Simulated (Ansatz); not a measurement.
Here is an unrelaxed guess for Al4P.

Space group I-43m (No. 217). a = 5.734 Å, b = 5.734 Å, c = 5.734 Å, α = 90.00°, β = 90.00°, γ = 90.00°
| atom | site | symmetry | x | y | z |
| --- | --- | --- | --- | --- | --- |
| Al | 8c | .3m | 0.3153 | 0.6847 | 0.3153 |
| P | 2a | -43m | 0.0000 | 0.0000 | 0.0000 |

Method: DFT PBE, scalar-relativistic, plane waves, PAW (Ansatz). Cutoff 420 eV; k points 4×4×4 on the computed 5-atom cell (Γ-centred); Gaussian smearing, width 0.10 eV; no spin polarisation.

The zero of energy is the elements' standard structures at the same level; no fitted shifts are applied. The references include black phosphorus.

Question: How far from equilibrium is it?

Answer: The pressure is 48.5 GPa (it wants to expand), the largest force is 13.00 eV/Å, and the energy is +2.44 eV/atom against the elements. The shortest distance is 1.83 Å.

Question: Is it a good guess?

Answer: A poor one: relaxing gains about 2.2 eV/atom (the start's value is from the coarse mesh, so the gain is rough) in 8 ionic steps and ends at +0.28 eV/atom on the finer mesh. The symmetry goes from I-43m (No. 217) to Im-3m (No. 229). The volume per atom grows by 2.9 %, from 18.8 to 19.4 Å³. The shortest distance goes from 1.83 Å (Al–P) to 2.51 Å (Al–P). Conventional cell: a = 5.788 Å. Al is surrounded by 2 P at 2.51 Å and 6 Al at 2.89 Å; around P lie 8 Al at 2.51 Å.

The last run used a 10×10×10 mesh for its 5-atom cell and Gaussian smearing of 0.10 eV. The cell is a metal run without spin; a magnetic state may lie lower. The reference form of P is held partly by dispersion forces, which this level lacks. The relaxation can't lower the symmetry of the start, and the grade says only how near the guess is to its own end. A structure relaxed within its symmetry needn't be a true minimum. Another cell of Al4P relaxed alike, in I4/mmm, lies 119 meV/atom lower, so this cell isn't the stable form at this level.
